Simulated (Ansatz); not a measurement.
MgZn3O4:
Space group P6₃mc (No. 186); a = b = 6.4865 Å, c = 5.1872 Å, α = β = 90.00°, γ = 120.00°

```
atom  site  symmetry       x       y       z
----  ----  --------  ------  ------  ------
Mg      2b       3m.  0.6667  0.3333  0.0012
O       2b       3m.  0.6667  0.3333  0.3821
Zn      6c       .m.  0.1658  0.3315  0.0010
O       6c       .m.  0.1674  0.3347  0.3832
```

Relaxed with r²SCAN. The program Ansatz at the r²SCAN level (PAW) gives a gap of 1.94 eV.

Question: What gap does HSE06 give on the same cell (Ansatz, PAW)?

Answer: 3.19 eV, 1.25 eV more. The hybrid was solved on a coarser mesh and at special points; the gap given is the minimum over both.

Cost on shared cores: the r²SCAN run (SCF on a 5×5×6 mesh, then bands and DOS) roughly 12 core-minutes, the HSE06 run (SCF on 3×3×3, then a few points) around 6 core-minutes (rough); the tasks are unlike.

Space group P6_3mc. The start of the workflow was typed in or built on a structure type; neither database checked (COD, Materials Project) lists it. Whether it is the stable phase at ambient conditions was not checked. The r²SCAN relaxation kept the symmetry of its start; whether a distortion lowers the energy is not shown.

Potentials: the earlier of the program's two PAW sets.
